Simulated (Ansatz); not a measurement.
The relaxed structure here is a generated cell of Cu: the first start was made by placing the elements on the sites of a structure type, and the end was not matched to a known phase here, so it may be hypothetical. Known forms of Cu include space group No. 225.

One starting cell of Cu (a generated trial cell of Cu in the beta-W structure type) was relaxed twice with Ansatz (plane waves, PAW, scalar-relativistic): with r2SCAN at 500 eV and with PBE at 420 eV. The r2SCAN result:

```yaml
crystal:
  lattice:
    - [4.54745, 0.00000, 0.00000]
    - [0.00000, 4.54745, 0.00000]
    - [0.00000, 0.00000, 4.54745]
  atoms:
    - { symbol: Cu, position: [0.25000, 0.00000, 0.50000] }
    - { symbol: Cu, position: [0.75000, 0.00000, 0.50000] }
    - { symbol: Cu, position: [0.00000, 0.50000, 0.25000] }
    - { symbol: Cu, position: [0.00000, 0.50000, 0.75000] }
    - { symbol: Cu, position: [0.50000, 0.25000, 0.00000] }
    - { symbol: Cu, position: [0.50000, 0.75000, 0.00000] }
    - { symbol: Cu, position: [0.00000, 0.00000, 0.00000] }
    - { symbol: Cu, position: [0.50000, 0.50000, 0.50000] }
```

```csv
quantity,r2SCAN,PBE
space group,Pm-3n,Pm-3n
volume (Å³/atom),11.75,12.27
a (Å),4.547,4.613
"gap (eV, no spin-orbit coupling)",0.00,0.00
```

Both levels end in the same structure; PBE's volume is 4.4 % larger. Neither column is exact.

No spin polarisation in the result.

The run could not lose the symmetry of its start; a randomly shaken copy of 8 atoms returns to this structure.

All atoms sit on sites fixed by symmetry, so only the cell could relax.

Ansatz is an electronic-structure program.
